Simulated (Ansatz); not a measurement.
# Al2In3As5 (I-4m2)

Computed with DFT PBE, scalar-relativistic, plane waves, PAW (Ansatz).

Cutoff 420 eV; k points 12×12×12 on the computed 10-atom cell (Γ-centred); Gaussian smearing, width 0.01 eV; no spin polarisation.

The structure is relaxed at this level of theory with its symmetry kept, and needn't be the ground state of this composition.

```yaml
crystal:
  lattice:
    - [-2.11790, 2.11790, 15.03580]
    - [2.11790, -2.11790, 15.03580]
    - [2.11790, 2.11790, -15.03580]
  atoms:
    - { symbol: Al, position: [0.20444, 0.20444, 0.00000] }
    - { symbol: Al, position: [0.79556, 0.79556, 0.00000] }
    - { symbol: In, position: [0.60607, 0.60607, 0.00000] }
    - { symbol: In, position: [0.39393, 0.39393, 0.00000] }
    - { symbol: In, position: [0.00000, 0.00000, 0.00000] }
    - { symbol: As, position: [0.25000, 0.75000, 0.50000] }
    - { symbol: As, position: [0.84038, 0.34038, 0.50000] }
    - { symbol: As, position: [0.44694, 0.94694, 0.50000] }
    - { symbol: As, position: [0.05306, 0.55306, 0.50000] }
    - { symbol: As, position: [0.65962, 0.15962, 0.50000] }
```

| Property | Result |
| --- | --- |
| Space group | I-4m2 (No. 119) |
| Volume per atom | 26.98 Å³ |
| Formation energy from the elements' standard states (uncorrected) | -0.323 eV/atom |
| Kohn–Sham band gap | 0.19 eV, direct at Γ |
| Orbital (Löwdin) character of the top 1 eV of the valence band | As 4p 79 %, In 5p 14 % |
| Orbital (Löwdin) character of the lowest 1 eV of the conduction band | As 4p 28 %, In 5s 26 %, As 4s 19 %, In 5p 10 %, Al 3s 10 % |
| Electron masses at the edge by direction of the standard setting (m_e; one valley, along these axes only; no spin-orbit coupling) | x: 0.021; y: 0.021; z: 0.030 |
| Hole masses at the edge by direction of the standard setting (m_e; one valley, along these axes only; no spin-orbit coupling) | x: 3.5, 0.021; y: 3.5, 0.021; z: 0.51, 0.51 |
| Bader charge by site (e) | Al (2 in the cell) 1.90, In (2 in the cell) 0.74, In (1 in the cell) 0.74, As (1 in the cell) -1.88, As (2 in the cell) -1.32, As (2 in the cell) -0.74 |

The cell was found from a structure generator's guess, not taken from experiment. Kohn–Sham gaps at this level usually fall short of measured ones. Löwdin shares on free-atom orbitals overweight diffuse shells in the empty bands.
